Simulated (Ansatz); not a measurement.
Space group P6/mmm (No. 191). a = 5.410 Å, b = 5.410 Å, c = 4.392 Å, α = 90.00°, β = 90.00°, γ = 120.00°
| atom | site | symmetry | x | y | z |
| --- | --- | --- | --- | --- | --- |
| Sr | 1a | 6/mmm | 0.0000 | 0.0000 | 0.0000 |
| Pd | 2c | -6m2 | 0.3333 | 0.6667 | 0.0000 |
| Pd | 3g | mmm | 0.5000 | 0.0000 | 0.5000 |

Equation of state of this SrPd5 structure (not necessarily the ground state), with shape and atoms relaxed at each volume where symmetry leaves them free. It has no gap at any of these volumes. Theory: DFT r2SCAN, scalar-relativistic, plane waves, PAW in Ansatz 0.2.0.

Plane waves to 500 eV, a k mesh through Γ of 9×9×8 on the computed 6-atom cell and Gaussian smearing (0.10 eV); no spin polarisation.

| V (Å³/atom) | E − E(largest V) (meV/atom) | P (GPa) |
| --- | --- | --- |
| 17.444 | 5.97 | 8.66 |
| 18.000 | -15.55 | 3.93 |
| 18.557 | -22.07 | -0.01 |
| 19.114 | -16.17 | -3.27 |
| 19.671 | 0.00 | -5.95 |

Problem. Fit a third-order Birch–Murnaghan equation to E(V).

Solution. V0 = 18.55 Å³/atom, B0 = 119 GPa, B0' = 5.3.

Cost: 5 runs of about 14 core-minutes in all, on Arm Neoverse V2 (shared hosts).